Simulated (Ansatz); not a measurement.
## Co (simple cubic): energy against volume

All numbers below come from DFT, LDA (PW92), plane waves (420 eV) with PAW, scalar-relativistic (Ansatz). (PAW data from PBE, frozen cores regenerated.)

The cell is scaled uniformly from the relaxed one, with fractional coordinates and shape fixed. Energies are extrapolated to zero smearing, pressures are those at the given smearing. Magnetic state: ferromagnetic.

A Birch-Murnaghan fit gives V₀ = 11.49 Å³/atom, B₀ = 185 GPa, B₀′ = 5.2.

(1) What are the energy above the minimum and the pressure at 10.092 Å³/atom?

(2) What are the energy above the minimum and the pressure at 11.927 Å³/atom?

(3) What are the energy above the minimum and the pressure at 12.844 Å³/atom?

Results:

(1) 127.9 meV/atom and 33.60 GPa as computed.

(2) 8.8 meV/atom and -6.24 GPa as computed.

(3) 73.3 meV/atom and -15.25 GPa as computed.
